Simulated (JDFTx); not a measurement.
Au(100) slab cut from bulk Au (space group Fm-3m, indices of the conventional cell, lattice of the Materials Project entry mp-81, not re-optimised): 5 atoms in 5 planes, a (1×1) cell of 8.70 Å² (|a| = 2.950, |b| = 2.950 Å), 8.2 Å between the outermost planes, cell height 27.3 Å, 8×8×1 k mesh, Fermi smearing 0.01 Ha, no spin polarisation.

Adsorbate: CH on both faces at 1.00 monolayer, started bridge and relaxed in vacuum, keeping the symmetry of the start.

Computed with a modified build of JDFTx: PBE, GBRV ultrasoft potentials, plane waves to 20/100 Ha. The adsorption energy per CH is [E(slab + 2 CH) − E(slab)]/2 − (E(CH4) − 3/2 E(H2)), with the gas molecules relaxed at the same level and slab energies taken as (E + F)/2, the usual estimate of zero smearing. In reaction energies these potentials put H₂ about 0.03 eV too high against large-basis PBE. No zero-point energy or vibrational entropy is included. Both faces are alike, and the cell allows no reconstruction beyond its size.

Question: Predict the adsorption energy and the geometry, and the change of the work function.

Answer: 3.82 eV. C sits 0.55 Å above the highest substrate atom, bound to 4 Au at 2.16 Å; C–H is 1.10 Å. The work function goes from 5.09 to 3.27 eV. In linear PCM (GLSSA13), water, 1 M KF, at zero charge, the adsorption energy is 3.82 eV and the potential of zero charge moves from 0.44 to -1.26 V vs SHE (4.44 V convention).
